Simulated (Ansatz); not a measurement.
LuMg2Ti3S8: field gradients at two levels of theory

Cell: a Materials Project structure (computed, not necessarily an observed phase), taken as it stands.

Space group R-3m:H (No. 166); a = 7.3645, c = 18.5892 Å, γ = 120.00°.

```csv
site,Wyckoff,site symmetry,x,y,z
Mg,6c,3m,0.0000,0.0000,0.8738
Lu,3b,-3m,0.0000,0.0000,0.5000
Ti,9e,.2/m,0.1667,0.3333,0.3333
S7,6c,3m,0.0000,0.0000,0.7406
S8,18h,.m,0.8415,0.6829,0.4081
```

One atom of each set is listed; the run and its k-mesh use a cell of 14 atoms with edges of 7.51, 7.51, 7.51 Å.

First run. Level of theory: DFT, PBE, plane waves and PAW, scalar-relativistic, collinear spin, 420 eV cutoff, Γ-centred 6×6×6 k-points, Fermi–Dirac smearing 0.05 eV (Ansatz 0.2.0). Start moments as typed (μB): 1 on each Ti, none on the rest.

| site | V_zz (10²¹ V/m²) | η | m (μB) |
| --- | --- | --- | --- |
| Mg | -0.32 | 0.00 | 0.01 |
| Lu | -4.30 | 0.00 | 0.02 |
| Ti | -0.55 | 0.87 | 0.70 |
| S7 | 1.02 | 0.00 | -0.01 |
| S8 | -2.40 | 0.50 | -0.01 |

Second run. The same atoms and settings, except that the functional is r2SCAN and the cutoff is 500 eV.

**Question.** What does the second run give?

**Answer.** 

| site | V_zz | η | change of V_zz | m (μB) |
| --- | --- | --- | --- | --- |
| Mg | -0.35 | 0.00 | -0.03 | 0.01 |
| Lu | -5.77 | 0.00 | -1.47 | 0.00 |
| Ti | 4.39 | 0.80 | – | 0.80 |
| S7 | 0.21 | 0.00 | -0.81 | -0.02 |
| S8 | -1.85 | 0.33 | +0.55 | -0.01 |

The largest change of V_zz along a kept axis is on Lu, from -4.30 to -5.77. The whole tensor moves most on Ti, by 4.36 along its most changed direction. In per cent, |V_zz| changes by +34 on Lu, -23 on S (all sites that start above 2). Where |V_zz| stays above 0.1 and the axes keep their order, η moves most on S8, from 0.50 to 0.33. On Ti the largest principal value lies along another axis in the second run, so the two V_zz can't be compared directly. The absolute magnetisation of the cell goes from 3.2 to 3.4 μB.

With no gap above 0.1 eV, as in a metal, the gradients converge slowly in k; expect changes of a tenth or more on a denser mesh. Without spin–orbit coupling the gradients at and beside Lu can be off by some per cent, at some sites by more. Semilocal functionals can leave a metal where correlation in the d or f shell opens a gap in the real compound, and that would change the values at and beside Ti. All moments are parallel here, as the start or the cell imposes; many such compounds order antiparallel, where fields and spin densities carried over to other atoms largely cancel. The magnetic order is the one that the run reached from its start moments, not necessarily the measured one (the real compound may not order at all).
For the second run: The program didn't check the stability of this electronic state in full, so a lower one may lie near.
